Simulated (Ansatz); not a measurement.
The relaxed structure here is a generated cell of InAs: the first start was made by placing the elements on the sites of a structure type, and the end was not matched to a known phase here, so it may be hypothetical. Known forms of InAs include space group No. 216.

A relaxed structure of InAs. Space group P6₂22 (No. 180). These are PBE (plane waves to 420 eV, PAW, scalar-relativistic; Ansatz, a program for electronic structure) values and carry that method's errors.

```xyz
6
Lattice="4.3544 0.0000 0.0000 -2.1772 3.7711 0.0000 0.0000 0.0000 9.6914" Properties=species:S:1:pos:R:3 pbc="T T T"
In     2.1772     0.0000     0.0000
In    -1.0886     1.8855     6.4609
In     1.0886     1.8855     3.2305
As     2.1772     0.0000     4.8457
As    -1.0886     1.8855     1.6152
As     1.0886     1.8855     8.0761
```

### Question
Estimate the band gap that PBE returns for this input.

### Answer
No clear gap: the sampled points leave 0.05 eV away from the symmetry points, which may be a band crossing missed between them.

### Question
Predict the smallest direct gap from PBE.

### Answer
0.14 eV at 83 % of the way from K to Γ.

No spin polarisation in the result.

The run could not lose the symmetry of its start, so the end can be a saddle point.
